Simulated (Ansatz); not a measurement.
**RbNiCl$_{3}$: which magnetic order is lowest?**

```
Rb Ni Cl
1.0
     6.95500    0.00000    0.00000
    -3.47750    6.02321    0.00000
     0.00000    0.00000    5.90600
Rb Ni Cl
2 2 6
Direct
  0.33333 0.66667 0.75000
  0.66667 0.33333 0.25000
  0.00000 0.00000 0.00000
  0.00000 0.00000 0.50000
  0.15660 0.84340 0.25000
  0.31320 0.15660 0.75000
  0.15660 0.31320 0.25000
  0.84340 0.15660 0.75000
  0.68680 0.84340 0.25000
  0.84340 0.68680 0.75000
```

Computed with plane-wave PAW DFT (Ansatz 0.2.0): r2SCAN with U_eff = 2.5 eV on Ni d (all-electron-ortho-atomic projectors), 500 eV cutoff, 5×5×5 Γ-centred mesh, fermi-dirac occupations of width 0.050 eV. The atoms are fixed and numbered as listed; spin is collinear, without spin-orbit coupling.

The cycle has several fixed points for this cell. Moments (μB):

```json
{"state": "A", "Ni3": "0.00", "Ni4": "0.00", "other atoms together": "0.00", "size of the net moment a cell": "0.00"}
{"state": "B", "Ni3": "1.67", "Ni4": "-1.67", "other atoms together": "0.00", "size of the net moment a cell": "0.00"}
{"state": "C", "Ni3": "1.67", "Ni4": "1.67", "other atoms together": "0.53", "size of the net moment a cell": "4.00"}
```

Site moments are taken in small spheres that don't touch (radius about 0.4 of the atom's shortest bond), so those of the magnetic atoms read low, and they needn't add up to the net moment. State A was run without spin polarisation.

Rank the states by energy at zero smearing.

State B (antiparallel, compensated) comes first by a margin too small to trust; C (parallel moments) lies 0.8 meV above it, A (without moments) lies 425 meV above it, all counted an atom of the cell. The two lowest differ by only 4.1 meV for each atom with a column above, which mesh or functional could overturn.

Which states have a gap on the mesh, and what pressure does each exert on this cell?

A: no gap, -1.2 GPa; B: gap 3.43 eV, 1.0 GPa; C: gap 3.10 eV, 1.0 GPa (positive in compression). Moments take up room: without them the pressure is lower, so that state wants a smaller cell.

What does magnetism gain here?

425 meV an atom of the cell, or 2127 meV for each Ni atom, against state A, which has none. A run without spin would miss this and give wrong energies and forces. That state isn't the paramagnet, which keeps its moments, so this is no ordering energy, and a U raises it further by its penalty on part-filled orbitals.

The cell is that of a Crystallography Open Database entry, unchanged.

Caveats: only orders that fit this cell and collinear spins were tried, so the true order may need a larger cell or canted moments; atoms and cell are not relaxed, and each state would relax in its own way; the U is a value in common use, not computed for this crystal; the k mesh is coarse, so differences of a few meV are uncertain where a state is a metal; one start a pattern, so a lower state of the same pattern may exist.
